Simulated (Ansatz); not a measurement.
Mo:
```xyz
1
Lattice="-1.5752 1.5752 1.5752 1.5752 -1.5752 1.5752 1.5752 1.5752 -1.5752" Properties=species:S:1:pos:R:3 pbc="T T T"
Mo     0.0000     0.0000     0.0000
```

Relaxed with r²SCAN. Special points in fractions of this cell's reciprocal vectors: Γ (0.000, 0.000, 0.000); H (0.500, -0.500, 0.500); N (0.000, 0.000, 0.500); P (0.250, 0.250, 0.250).

Question: List the band energies nearest the Fermi level at these points for plane-wave PAW r²SCAN (Ansatz code).

Answer: In eV from the Fermi level; about four levels below and three above (degenerate sets whole), none deeper than 8.9 eV; … stands for higher levels left out; points with the same levels are listed once.

| k | below | above |
|---|---|---|
| Γ | -7.66 -1.43 -1.43 -1.43 | … |
| H | -5.64 -5.64 | … |
| N | -5.59 -3.59 | 1.56 1.87 … |
| P | -2.82 -2.82 -2.82 | … |

Space group Im-3m (bcc (W type)). The r²SCAN relaxation kept the symmetry of its start. No spin polarisation was allowed. Spin–orbit coupling is left out wherever it is not named.

Potentials: the later of the program's two PAW sets.
